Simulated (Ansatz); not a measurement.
Cl (beta tin type), DFT, PBEsol, all-electron LAPW, scalar-relativistic (Ansatz 0.2.0), on 1 thread of Arm Neoverse V2 (shared host).

Command: `ansatz run input.yaml --threads 1 --pin off --max-ram 3584MiB --backend cpu --events-out ev --progress --plain --runs-dir out`

```yaml
crystal:
  lattice:
    - [-2.4245321665, 2.4245321665, 1.0658303199]
    - [2.4245321665, -2.4245321665, 1.0658303199]
    - [2.4245321665, 2.4245321665, -1.0658303199]
  atoms:
    - { symbol: Cl, position: [-0.375, -0.125, -0.25] }
    - { symbol: Cl, position: [0.375, 0.125, 0.25] }
kpoints:
  mp_grid: { grid: [17, 17, 17] }
scf:
  occupations: { method: fermi_dirac, width: 0.05 }
hamiltonian:
  xc: pbesol
  pseudopotentials: { kind: all_electron, lapw: { basis_error: 0.0005 } }
output:
  forces: true
  stress: true
  eigenvalues: true
relax:
  f_tol: 0.005
  max_steps: 12
  cell: { p_target: 78.0, stress_tol: 0.039 }
```

Task: How large is the problem that the program sets up?

Result: 405 irreducible k-points, 303 plane waves at Γ, 19 bands.

Task: About how long does it take, and how much memory?

Result: 2.2 min of wall time for 14 SCF iterations over 4 geometries, with a peak of 0.7 GiB. Times on shared machines scatter by tens of per cent.
